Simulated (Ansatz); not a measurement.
The start is a generated cell, Ge built in the A7 structure type. Cell shape, volume and atoms are optimised at zero target pressure with r2SCAN (plane waves to 500 eV, PAW, scalar-relativistic; Ansatz, a program for electronic structure). The first steps use a coarse 8×8×8 k-mesh.

Input geometry:
```yaml
crystal:
  lattice:
    - [1.79281, 1.03508, 3.32455]
    - [-1.79281, 1.03508, 3.32455]
    - [0.00000, -2.07016, 3.32455]
  atoms:
    - { symbol: Ge, position: [0.22754, 0.22754, 0.22754] }
    - { symbol: Ge, position: [0.77246, 0.77246, 0.77246] }
```

Q: What is the largest force in the starting geometry, and on which atom (counted from 1)?

A: About 1.3 eV/Å, on Ge1, Ge2 (atoms numbered as listed).

Q: Does the structure survive the relaxation? Give the final space group.

A: The space group goes from R-3m (No. 166) to Pm-3m (No. 221); the end is AFLOW prototype A_cP1_221_a (A_h), with 1 atom in the primitive cell.

Q: How much energy is released per atom?

A: 0.19 eV/atom.

Q: How do the shortest distances between atoms change?

A: The closest pairs of elements (up to four, under 3.6 Å), start → end: Ge–Ge 2.40 → 2.68 Å.

Q: Is the relaxed structure metallic? Give its gap.

A: Zero (metallic).

Q: Give the final cell and atomic positions.

A: 
Space group Pm-3m (No. 221); a = 2.6814 Å, b = 2.6814 Å, c = 2.6814 Å, α = 90.00°, β = 90.00°, γ = 90.00°

```tsv
atom	site	symmetry	x	y	z
Ge	1b	m-3m	0.5000	0.5000	0.5000
```

Final values are on a 17×17×17 k-mesh of the relaxed cell. No spin polarisation in the result.

The run could not lose the symmetry of its start, so the end can be a saddle point.

The relaxed structure here is a generated cell of Ge: the first start was made by placing the elements on the sites of a structure type, and the end was not matched to a known phase here, so it may be hypothetical. Known forms of Ge include space group No. 227.
